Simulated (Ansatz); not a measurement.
# Phonons of HfN (zincblende structure)

Level of theory: DFT, PBEsol, scalar-relativistic, no spin polarisation; plane waves to 420 eV with PAW datasets (Ansatz 0.2.0), Gaussian smearing of 0.15 eV; PAW files: Ansatz's generated set soft_2.

```cif
data_structure
_symmetry_space_group_name_H-M 'P 1'
_symmetry_Int_Tables_number 1
_cell_length_a 3.4419
_cell_length_b 3.4419
_cell_length_c 3.4419
_cell_angle_alpha 60.000
_cell_angle_beta 60.000
_cell_angle_gamma 60.000
_cell_volume 28.83
loop_
_atom_site_label
_atom_site_type_symbol
_atom_site_fract_x
_atom_site_fract_y
_atom_site_fract_z
_atom_site_occupancy
Hf1 Hf 0.00000 0.00000 0.00000 1
N1 N 0.25000 0.25000 0.25000 1
```

This is a trial structure; measured cells of the compound in the Crystallography Open Database are in space group Fm-3m (rock salt).

Force constants come from finite displacements in a 3×3×3 supercell (the unit cell's 12×12×12 k-mesh, folded to it); the long-range dipole term is not included. Points in reciprocal vectors of this cell: Γ = (0.000, 0.000, 0.000), X = (-0.500, -0.500, 0.000), U = (-0.375, -0.375, 0.250), K = (-0.375, 0.000, 0.375), L = (0.000, 0.000, 0.500), W = (-0.500, -0.250, 0.250).

**Question.** Is the structure dynamically stable along this path, and where does the spectrum end?

**Answer.** Yes: no branch is imaginary beyond numerical noise. The highest frequency is 579 cm⁻¹, between W and X. Points that don't fit the supercell are interpolated.

Frequencies at the named points (cm⁻¹, imaginary ones negative):
```
point                 ω (cm⁻¹)
    Γ        0 0 0 479 479 479
    X  121 121 168 505 505 579
    U   91 115 193 502 517 578
    K   91 115 193 502 517 578
    L  102 102 172 519 519 523
    W   49 135 197 497 529 579
```

**Question.** What does the harmonic approximation give for the vibrational free energy, entropy and heat capacity?

**Answer.** Zero-point energy 59.2 meV/atom.
```csv
T (K),F_vib (meV/atom),S (J/K per mole of atoms),C_V (J/K per mole of atoms)
100,55.9,8.3,10.1
200,42.5,17.2,16.0
300,20.7,24.5,19.7
400,-7.9,30.5,21.7
500,-42.2,35.5,22.7
600,-81.2,39.7,23.4
700,-124.2,43.3,23.8
800,-170.7,46.5,24.0
900,-220.4,49.3,24.2
1000,-272.9,51.9,24.3
```

The highest mode, 579 cm⁻¹, is worth 830 K. At 300 K the heat capacity has reached 79 % of the classical limit 3R = 24.9 J/K per mole of atoms, since the stiffer modes are still partly frozen out.

The crystal is a metal or nearly so; low and unstable modes depend on mesh and smearing.

Cost: 20 min on 4 threads of Intel(R) Xeon(R) Processor @ 2.50GHz (Skylake/Cascade Lake), with other jobs on the host, peak memory 5.3 GiB.

Scalar-relativistic only: spin–orbit splittings of the heavy atoms' levels are missing. The cell is a metal with an odd number of electrons, and spin polarisation wasn't tried.
